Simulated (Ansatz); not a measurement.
Ru:
```xyz
2
Lattice="2.7035 0.0000 0.0000 -1.3518 2.3413 0.0000 0.0000 0.0000 4.2640" Properties=species:S:1:pos:R:3 pbc="T T T"
Ru     0.0000     1.5609     3.1980
Ru     1.3518     0.7804     1.0660
```

Relaxed with r²SCAN. Special points in fractions of this cell's reciprocal vectors: Γ (0.000, 0.000, 0.000); M (0.500, 0.000, 0.000); K (0.333, 0.333, 0.000); A (0.000, 0.000, 0.500); L (0.500, 0.000, 0.500); H (0.333, 0.333, 0.500).

Question: List the band energies nearest the Fermi level at these points for r²SCAN in the plane-wave PAW code Ansatz.

Answer: In eV from the Fermi level; about four levels below and three above (degenerate sets whole), none deeper than 8.9 eV; … stands for higher levels left out; points with the same levels are listed once.

| k | below | above |
|---|---|---|
| Γ | -2.03 -2.03 -1.52 -1.52 | 1.22 1.22 … |
| M | -3.22 -2.20 -1.91 -1.59 | 1.45 1.89 1.99 |
| K | -4.00 -3.02 -3.02 -1.14 | 1.06 1.06 1.51 |
| A | -2.94 -2.94 -2.94 -2.94 -2.84 -2.84 | … |
| L | -4.79 -4.79 -1.15 -1.15 | 0.45 0.45 1.72 1.72 |
| H | -2.89 -2.89 -1.28 -1.28 | 1.27 1.27 … |

Space group P6_3/mmc (hcp (Mg type)). The cell was relaxed with r²SCAN under the symmetry of its start; of distortions, only those at the zone centre were tested. The run is not spin-polarised. Spin–orbit coupling is left out wherever it is not named.

Potentials: the later of the program's two PAW sets.
